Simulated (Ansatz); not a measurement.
WS$_{2}$:
Space group P6₃/mmc (No. 194); a = 3.1877 Å, b = 3.1877 Å, c = 14.8496 Å, α = 90.00°, β = 90.00°, γ = 120.00°

```json
[
 {"atom": "W", "site": "2c", "symmetry": "-6m2", "x": "0.3333", "y": "0.6667", "z": "0.2500"},
 {"atom": "S", "site": "4f", "symmetry": "3m.", "x": "0.6667", "y": "0.3333", "z": "0.1442"}
]
```

Relaxed at zero pressure with the program Ansatz at the PBE level (PAW).

**Question.** The volume is lowered by 3 % and shape and atoms relax at that volume. What pressure results, and how do the axes share the change?

**Answer.** 0.1 GPa; a 0.0 %, b 0.0 %, c -3.0 %; the energy rises by 0 meV/atom.

**Question.** Give the new structure.

**Answer.** 
Space group P6₃/mmc (No. 194); a = b = 3.187 Å, c = 14.409 Å, α = β = 90.00°, γ = 120.00°

```
atom  site  symmetry       x       y       z
----  ----  --------  ------  ------  ------
W       2c      -6m2  0.3333  0.6667  0.2500
S       4f       3m.  0.6667  0.3333  0.1410
```

The phase is kept; no other phase was compared at this pressure.

Space group P6_3/mmc. Symmetry was held in the PBE relaxation. No spin polarisation was allowed. The volume lies over 15 % above that of the usual cell of this phase: another minimum, or an error of the functional. A crystal of weakly bound layers computed without a dispersion correction: the cell and the soft elastic constants depend strongly on that. Scalar-relativistic: spin–orbit coupling is off unless named, which matters more the heavier the elements.

Potentials: the later of the program's two PAW sets.
